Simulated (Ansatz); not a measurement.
# GdTlS2 (R-3m): couplings from the magnetic force theorem

```
Gd Tl S
1.0
     2.03365    1.17413    7.48694
    -2.03365    1.17413    7.48694
     0.00000   -2.34826    7.48694
Gd Tl S
1 1 2
Direct
  0.00000 0.00000 0.00000
  0.50000 0.50000 0.50000
  0.26665 0.26665 0.26665
  0.73335 0.73335 0.73335
```

Geometry: a structure from the Materials Project; nothing is relaxed.

Functional, mesh and filling: LDA, 6×6×6 k mesh, Fermi–Dirac smearing of 0.02 eV. PAW means Ansatz 0.2.0 on its default frozen-core files. Site moments are integrated in spheres about the atoms. Start moments (μB): Gd1 6.9.

Site moments (μB): Gd1 6.88, Tl2 0.00, S3 0.00, S4 0.00. Cell moment 7.00 μB.

Couplings come from the force theorem (directions of the magnetic atoms constrained, all else relaxed) on a 6×6×6 mesh, with E = −Σ J e_i·e_j over ordered pairs of unit vectors, so positive J favours parallel moments.

| pair | count | J PAW (meV) |
| --- | --- | --- |
| Gd1–Gd at 4.07 Å | 6 | -0.84 |
| Gd1–Gd at 7.04 Å | 6 | -0.01 |
| Gd1–Gd at 7.85 Å | 6 | 0.00 |
| Gd1–Gd at 8.13 Å | 6 | -0.05 |
| Gd1–Gd at 8.84 Å | 6 | 0.00 |
| Gd1–Gd at 9.73 Å | 12 | 0.00 |
| Gd1–Gd at 10.76 Å | 12 | 0.00 |
| Gd1–Gd at 11.30 Å | 12 | 0.00 |
| Gd1–Gd at 12.01 Å | 6 | -0.01 |

The program reports that this state isn't the lowest of its own couplings. The gain of the softest rotation is smaller than what its band sum leaves out of a whole turn, though, so more bands could change its sign.

The couplings come from one mesh, and their convergence in k wasn't tested.

The PAW files were made with PBE; the program remakes their cores once for the run's functional and then keeps them frozen. Without U a semilocal functional puts the f levels too near the Fermi level, which can change moments and the order of magnetic states; site and cell moments are spin moments. Spin–orbit coupling is left out although heavy atoms are present. With open f shells a run can end in a state that isn't the lowest. None of this fixes the real material's magnetic order: only patterns that fit the cell were computed, at zero temperature, with a functional that can overstate moments.
